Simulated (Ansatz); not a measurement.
Phonon dispersion of Si₂GeO₆

Level of theory: DFT PBE, scalar-relativistic, plane waves, PAW (Ansatz). Plane waves to 420 eV; Γ-centred k mesh 6×6×4; fixed occupations. No spin polarisation. Phonons by linear response, acoustic sum rule imposed.

Equilibrium structure at this level:
```yaml
crystal:
  lattice:
    - [4.40243, -2.49928, -0.00030]
    - [4.40243, 2.49928, -0.00030]
    - [-0.06324, 0.00000, 5.57205]
  atoms:
    - { symbol: Si, position: [0.99836, 0.46655, 0.16298] }
    - { symbol: Si, position: [0.53345, 0.00164, 0.83702] }
    - { symbol: Ge, position: [0.47035, 0.52965, 0.50000] }
    - { symbol: O, position: [0.27747, 0.14874, 0.05002] }
    - { symbol: O, position: [0.60503, 0.25884, 0.73267] }
    - { symbol: O, position: [0.11874, 0.59581, 0.38276] }
    - { symbol: O, position: [0.40419, 0.88126, 0.61724] }
    - { symbol: O, position: [0.85126, 0.72253, 0.94998] }
    - { symbol: O, position: [0.74116, 0.39497, 0.26733] }
```

It was reached by relaxing an invented guess, and it needn't be the stable form of this composition. The q mesh is coarse, so values between its points are rough.

Force constants from linear response on a 2×2×1 q mesh.

(1) Is the structure dynamically stable on the q mesh?

(2) Give the frequencies (cm⁻¹) at the zone-boundary points of high symmetry (interpolated where a point lies off the q mesh).

## Answers

(1) Yes, on this mesh: no mode is imaginary. Between the mesh points the interpolation dips to 62i cm⁻¹.

(2)
```tsv
point	q	frequencies
C	-0.331 0.331 0.000	84 106 123 152 154 190 192 234 263 281 328 342 355 400 409 476 505 625 628 688 735 937 953 975 1062 1076 1102
C2	-0.669 -0.331 0.000	84 106 123 152 154 190 192 234 263 281 328 342 355 400 409 476 505 625 628 688 735 937 953 975 1062 1076 1102
Y2	-0.500 -0.500 0.000	68 114 120 133 143 196 198 232 235 293 310 339 382 397 421 432 554 598 626 681 762 935 945 1020 1024 1082 1091
M2	-0.500 -0.500 0.500	62i 56 105 115 173 196 202 233 242 254 293 324 382 418 436 449 567 581 663 683 754 942 955 1014 1022 1052 1104
D	-0.671 -0.329 0.500	34i 19i 84 157 163 172 224 248 254 265 313 313 367 410 411 486 519 570 664 713 762 948 958 969 1047 1069 1098
D2	-0.329 0.329 0.500	34i 19i 84 157 163 172 224 248 254 265 313 313 367 410 411 486 519 570 664 713 762 948 958 969 1047 1069 1098
A	0.000 0.000 0.500	23 82 84 127 128 145 196 207 215 307 337 384 400 410 421 431 534 622 626 664 745 933 944 1020 1026 1044 1150
L2	-0.500 0.000 0.500	44i 30 100 110 173 185 217 231 267 291 310 347 355 390 407 472 510 604 635 726 757 939 953 971 1056 1084 1090
V2	-0.500 0.000 0.000	60 106 117 127 148 198 200 241 262 302 330 347 355 394 403 463 522 607 640 701 716 938 954 964 1046 1103 1106
```
